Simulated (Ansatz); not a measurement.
Computed with DFT, BLYP, plane waves (420 eV) with PAW, scalar-relativistic (Ansatz). The PAW files were generated under PBE, with cores re-solved for the functional.

An element in the dhcp structure gives this curve. The cell is scaled uniformly from the relaxed one, with fractional coordinates and shape fixed. Energies are extrapolated to zero smearing, pressures are those at the given smearing. Magnetic state: spin not included.

```json
{"V (Å³/atom)": "20.474", "E − E₀ (meV/atom)": "125.2", "P (GPa)": "15.85"}
{"V (Å³/atom)": "21.405", "E − E₀ (meV/atom)": "52.2", "P (GPa)": "9.62"}
{"V (Å³/atom)": "22.335", "E − E₀ (meV/atom)": "12.2", "P (GPa)": "4.40"}
{"V (Å³/atom)": "23.266", "E − E₀ (meV/atom)": "0.0", "P (GPa)": "0.03"}
{"V (Å³/atom)": "24.196", "E − E₀ (meV/atom)": "11.1", "P (GPa)": "-3.63"}
{"V (Å³/atom)": "25.127", "E − E₀ (meV/atom)": "41.9", "P (GPa)": "-6.69"}
{"V (Å³/atom)": "26.058", "E − E₀ (meV/atom)": "89.0", "P (GPa)": "-9.23"}
```

Question: Which element is it?
A. scandium
B. hafnium
C. gallium
D. gold

Answer: B. Its fit is V₀ = 23.26 Å³/atom, B₀ = 100 GPa, B₀′ = 3.4.
